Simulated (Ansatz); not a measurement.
## CsRb: hydrostatic pressure series

Theory: DFT PBEsol, scalar-relativistic, plane waves, PAW in Ansatz 0.2.0. Settings: 420 eV cutoff, 10×10×6 k-mesh, Gaussian smearing of 0.10 eV, no spin polarisation.

Starting point, cell and atoms relaxed:

```
CELL_PARAMETERS angstrom
2.91782 -4.10830 0.00000
2.91782 4.10830 0.00000
0.00000 0.00000 8.09175
ATOMIC_POSITIONS crystal
Cs 0.00000 0.00000 0.00000
Rb 0.50000 0.50000 0.50000
```

Cell and atoms are relaxed at each pressure within the symmetry of the start, at zero temperature, so transitions that lower the symmetry aren't seen. The k-mesh given is that at zero pressure and may differ at others. a, b and c are the lengths of the cell vectors above.

Pressures computed: 2, 5, 10, 20, 40 GPa.

(1) At which pressure does the cell have a = 3.498, b = 3.498 and c = 5.727 Å?

Answers

(1) About 10 GPa, where V/V0 = 0.361.